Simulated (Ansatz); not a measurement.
ZnGeAs2:
```yaml
crystal:
  lattice:
    - [-2.83651, 2.83651, 5.60022]
    - [2.83651, -2.83651, 5.60022]
    - [2.83651, 2.83651, -5.60022]
  atoms:
    - { symbol: As, position: [0.37500, 0.37603, 0.50103] }
    - { symbol: As, position: [0.62397, 0.12500, 0.99897] }
    - { symbol: As, position: [0.87500, 0.87397, 0.49897] }
    - { symbol: As, position: [0.12603, 0.62500, 0.00103] }
    - { symbol: Ge, position: [0.50000, 0.50000, 0.00000] }
    - { symbol: Ge, position: [0.25000, 0.75000, 0.50000] }
    - { symbol: Zn, position: [0.00000, 0.00000, 0.00000] }
    - { symbol: Zn, position: [0.75000, 0.25000, 0.50000] }
```

Relaxed with r²SCAN.

**Question.** Give the Bader charges and basin volumes of the independent atoms, the program Ansatz at the r²SCAN level (PAW).

**Answer.** 

```json
[
 {"atom": "As1", "Bader charge (e)": "-0.55", "Bader volume (Å³)": "27.4"},
 {"atom": "Ge5", "Bader charge (e)": "+0.53", "Bader volume (Å³)": "19.3"},
 {"atom": "Zn7", "Bader charge (e)": "+0.57", "Bader volume (Å³)": "15.9"}
]
```

Space group I-42d (chalcopyrite). The workflow started from an entry of the Crystallography Open Database (COD). Whether it is the stable phase at ambient conditions was not checked. The cell was relaxed with r²SCAN under the symmetry of its start; its stability against distortions is not shown here.

Potentials: the later of the program's two PAW sets.
